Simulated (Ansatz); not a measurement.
### Question
Name crystals whose computed values (the program Ansatz at the PBEsol level (PAW)) fall in these windows: B₀ by P(V) fit (GPa) 57 to 72; G_Hill (GPa) 21 to 29; Θ_D (K) 180 to 240.

### Answer


```tsv
crystal	B₀ by P(V) fit (GPa)	G_Hill (GPa)	Θ_D (K)
Sb, simple cubic	64.9	24.6	203
```
Others may fit too.

Not the usual ambient phase: Sb, simple cubic. The cell was relaxed under the symmetry of its start. Spin–orbit coupling is left out wherever it is not named.

Potentials: the earlier of the program's two PAW sets. The files were generated under PBE; for other functionals the program regenerates the frozen cores, and for LDA and PBEsol the local potential too.
